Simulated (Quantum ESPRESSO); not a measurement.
Ga3Mg2TaZn2, one composition in several site orders

A calculation, not a measurement. The program is pw.x of Quantum ESPRESSO 7.5 (plane-wave density functional theory). The cell is made up: eight metal atoms on a face-centred cubic lattice, with elements, volume, strain and displacements drawn at random and not relaxed, so it may be unstable or far from any real phase. PseudoDojo standard norm-conserving files set the functional (PBE unless stated); there is no spin polarisation or spin-orbit coupling, the Fermi-Dirac width of 0.25 eV means electrons at about 2900 K, and the masses in the input are unused placeholders. Heavy elements are run without spin-orbit coupling, which real alloys of them have. A spin test at this wide smearing found no moment, but such smearing suppresses magnetism that the real alloy may have.

The runs put one composition on the sites in different orders. Cell, positions, cutoff, mesh and smearing stay as in the input of run 1; sites are counted in its order. Stress in the tables is positive in tension.

Input of run 1:

```
&control calculation='scf', pseudo_dir='./dojo.nc.sr.pbe.v0_5.standard.upf', outdir='./o', disk_io='medium', tprnfor=.true., tstress=.true. /
&system ibrav=0, nat=8, ntyp=4, nbnd=65, ecutwfc=84.00895049, nosym=.true., tot_charge=0,
 occupations='smearing', smearing='fd', degauss=0.0183746611
/
&electrons conv_thr=1.470e-08, electron_maxstep=70, mixing_beta=0.5 /
ATOMIC_SPECIES
Ga 1.0 Ga.upf
Mg 1.0 Mg.upf
Ta 1.0 Ta.upf
Zn 1.0 Zn.upf
CELL_PARAMETERS angstrom
0.0176 0.0383 -4.2659
4.2713 0.012 -0.0176
-0.024 -8.4176 0.0766
ATOMIC_POSITIONS angstrom
Ga 0.0386 0.0612 0.037
Ga 0.1073 -4.2682 0.0331
Mg 2.1345 -2.0192 0.0491
Mg 2.1213 -6.2306 0.1333
Ta 0.0205 -2.0372 -2.0351
Zn 0.0558 -6.3435 -2.0887
Zn 2.1423 -0.0247 -2.1025
Ga 2.1342 -4.256 -2.1282
K_POINTS automatic
6 6 3 1 1 1
```

| run | elements on sites 1 to 8 | free energy less that of run 1 (eV) | -TS (eV) | pressure (GPa) | stress xx (GPa) | stress yy (GPa) | stress zz (GPa) | stress yz (GPa) | stress xz (GPa) | stress xy (GPa) | iterations |
| --- | --- | --- | --- | --- | --- | --- | --- | --- | --- | --- | --- |
| 1 | Ga Ga Mg Mg Ta Zn Zn Ga | 0.000 | -0.853 | -6.00 | 6.14 | 5.33 | 6.54 | -0.18 | -0.21 | 0.02 | 11 |
| 2 | Zn Ga Ta Ga Zn Ga Mg Mg | 0.014 | -0.784 | -5.59 | 8.03 | 3.11 | 5.64 | -0.51 | -0.16 | 0.27 | 11 |
| 3 | Ta Ga Zn Ga Mg Zn Ga Mg | -0.143 | -0.802 | -5.85 | 8.27 | 1.23 | 8.06 | -0.69 | -0.14 | 0.23 | 11 |
| 4 | Zn Zn Ta Mg Ga Mg Ga Ga | -0.235 | -0.784 | -7.16 | 7.69 | 4.99 | 8.80 | -0.58 | -0.12 | 0.25 | 11 |
| 5 | Mg Ta Zn Ga Ga Mg Ga Zn | -0.193 | -0.750 | -6.96 | 8.80 | 5.44 | 6.65 | -0.96 | -0.14 | 0.15 | 11 |
| 6 | Ga Zn Mg Ta Zn Ga Ga Mg | -0.176 | -0.789 | -5.99 | 8.48 | 3.36 | 6.12 | -1.11 | -0.09 | 0.25 | 11 |

Forces Fx Fy Fz (eV/Å):

```
site              run 1              run 2              run 3              run 4              run 5              run 6
   1   -0.11 -0.51 0.01   -0.06 -0.64 0.03    -0.13 0.71 0.05  -0.06 -0.40 -0.02  -0.14 -0.49 -0.10   -0.10 0.19 -0.09
   2   -0.31 0.84 -0.07   -0.30 1.01 -0.05   -0.27 0.05 -0.03   -0.21 0.62 -0.01    -0.38 0.88 0.12    -0.31 0.01 0.02
   3    0.15 -0.14 0.09   0.06 -0.89 -0.12    0.05 0.28 -0.01   0.08 -0.42 -0.01    0.05 -0.61 0.03   0.10 -0.07 -0.01
   4   0.23 -0.45 -0.27   0.18 -0.49 -0.28   0.16 -0.79 -0.22   0.28 -0.33 -0.39    0.29 0.42 -0.34   0.23 -1.54 -0.58
   5  -0.02 -0.18 -0.18  -0.06 -0.01 -0.08  -0.05 -0.13 -0.20  -0.06 -0.23 -0.09   0.00 -0.77 -0.11  -0.03 -0.07 -0.04
   6   -0.10 -0.16 0.11    -0.17 0.06 0.12   -0.11 -0.27 0.16    -0.23 0.08 0.29    -0.16 0.43 0.24    -0.18 0.42 0.17
   7    0.04 -0.21 0.08     0.10 0.41 0.11     0.10 0.03 0.03    0.07 -0.09 0.03   0.13 -0.07 -0.02     0.10 0.49 0.07
   8     0.13 0.81 0.21     0.25 0.54 0.27     0.25 0.12 0.22     0.14 0.77 0.21     0.21 0.21 0.17     0.19 0.58 0.47
```

The sites are displaced and not relaxed, so the energy differences mix bonding between neighbours with strain and are not ordering energies. A rerun of one cell of this series at a higher cutoff and on a denser mesh moved values by no more than 0.006 eV in energy, 0.12 GPa in stress and 0.008 eV/Å in force, and a second program with other atomic files agreed on that cell to 2 % rms in force and 0.5 GPa in pressure.